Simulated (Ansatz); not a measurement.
# LaMgGa squeezed and stretched

A database entry relaxed whole under r2SCAN (P-62m):

```
La Mg Ga
1.0
     7.58691    0.00000    0.00000
    -3.79345    6.57046    0.00000
     0.00000    0.00000    4.62573
La Mg Ga
3 3 3
Direct
  0.57705 0.00000 0.00000
  0.42295 0.42295 0.00000
  0.00000 0.57705 0.00000
  0.24057 0.00000 0.50000
  0.75943 0.75943 0.50000
  0.00000 0.24057 0.50000
  0.33333 0.66667 0.50000
  0.66667 0.33333 0.50000
  0.00000 0.00000 0.00000
```

The cell was scaled uniformly, its shape held, and the atoms relaxed at each volume with plane-wave PAW DFT (Ansatz 0.2.0; r2SCAN, 500 eV, 5×5×7 Γ-centred mesh, fermi-dirac occupations of width 0.100 eV; no spin, no spin-orbit coupling). One row is withheld.

```tsv
volume (Å³/atom)	energy over the lowest (meV/atom)	pressure (GPa)
24.084	16.8	3.66
24.596	7.2	2.32
25.109	1.7	1.10
25.621	0.0	0.00
26.134	?	?
26.646	6.4	-1.92
27.158	13.9	-2.76
```

Task: Fit the pressures of the other rows to the third-order Birch-Murnaghan form.

Result: With f = [(V₀/V)^(2/3) − 1]/2 and P = 3B₀f(1 + 2f)^(5/2)[1 + 3(B₀′ − 4)f/2], least squares gives V₀ = 25.62 Å³ an atom, B₀ = 52.7 GPa and B₀′ = 3.7; the rows miss the fit by less than 0.01 GPa. The slope of the energies differs from these pressures by less than 0.05 GPa.

Task: What does the withheld row hold?

Result: The fit gives -1.01 GPa at 26.134 Å³; the run gave -1.01 GPa and 1.6 meV an atom.

Caveats: the shape of the cell was held, so B₀ is an upper bound where the axes differ in stiffness; 0 K, fixed nuclei; the symmetry was kept, and this need not be the phase that is stable at 0 K; one mesh for all volumes; every run is gapless at this level; pressure is positive in compression.
